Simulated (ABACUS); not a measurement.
Consider a self-consistent single point of CsPbBr3 (P4/mmm, 5 atoms in the cell; from Materials Project mp-600089, changed as shown).

```
CsPbBr3
1.0
    5.79138     0.00000     0.00000
    0.00000     5.84988     0.00000
    0.00000     0.00000     5.84988
Cs Pb Br
1 1 3
Direct
  0.00000   0.00000   0.00000
  0.50000   0.50000   0.50000
  0.50000   0.50000   0.00000
  0.00000   0.50000   0.50000
  0.50000   0.00000   0.50000
```

Level of theory: PBEsol, PseudoDojo 0.4 standard norm-conserving PBEsol (tails mended) pseudopotentials (plane waves; ABACUS).

ABACUS settings:

| setting | value |
|---|---|
| KPT | Gamma 4 4 4 0 0 0 |
| basis_type | pw |
| dft_functional | PBESOL |
| ecutwfc | 62.5 Ry |
| smearing_method | gaussian |
| smearing_sigma | 0.00146997 Ry |
| potentials | PseudoDojo 0.4 standard norm-conserving PBEsol (tails mended) |
| symmetry | 1 |
| symmetry_prec | 1e-05 |
| ks_solver | dav |
| scf_nmax | 100 |
| scf_thr | 1.0e-09 Ry |
| mixing_type | broyden |

Question: Estimate, at this level of theory: gap on the k-point mesh and pressure.

Answer: The run gave:

* **Gap on the k-point mesh**: 1.32 eV
* **Pressure**: 0.58 GPa

The gap is read on the k-point mesh of the run and can differ from the gap over the whole zone at this level.

For comparison: a first run was changed to give this one (lattice vector a scaled by 0.99), and from it to this one the free energy goes up by 1.6 meV/atom, the pressure goes from 0.33 to 0.58 GPa and the gap on the mesh goes from 1.385 to 1.315 eV.

Spin-orbit coupling is left out, which matters for bands and gaps with elements this heavy. The structure comes from a collection of computed structures, made at another level of theory; the collection holds predicted forms beside known ones. Its lattice was then scaled.

Cost on one core: around 100 core-seconds (rough).

“Tails mended”: in these copies of the files the far tail of each local potential was reset to the Coulomb form.
